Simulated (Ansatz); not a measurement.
Phonons of a relaxed structure of NaF by density-functional perturbation theory (low response-accuracy setting, no LO–TO term) at Γ and zone-boundary points with q components 0 or ½ of the primitive reciprocal vectors. These are PBEsol (plane waves to 420 eV, PAW, scalar-relativistic; Ansatz, a program for electronic structure) values and carry that method's errors. Γ-centred k-mesh 10×10×10, Fermi–Dirac smearing 0.05 eV.

```yaml
crystal:
  lattice:
    - [0.00000, 2.31472, 2.31472]
    - [2.31472, 0.00000, 2.31472]
    - [2.31472, 2.31472, 0.00000]
  atoms:
    - { symbol: F, position: [0.00000, 0.00000, 0.00000] }
    - { symbol: Na, position: [0.50000, 0.50000, 0.50000] }
```

Space group Fm-3m (No. 225), rock salt type.

| q | wavenumbers (cm⁻¹; i marks imaginary) |
|---|---|
| Γ | 0 (×3), 239 (×3) |
| L (½, 0, 0) | 173 (×2), 195 (×2), 296, 302 |
| X (½, ½, 0) | 141 (×2), 252, 254 (×2), 281 |

Task: What do these wavenumbers say about the structure?

Result: No instability shows at these points (nothing beyond 15i cm⁻¹, the threshold used here). Other wavevectors were not sampled, so this does not prove stability.

No spin polarisation in the result.
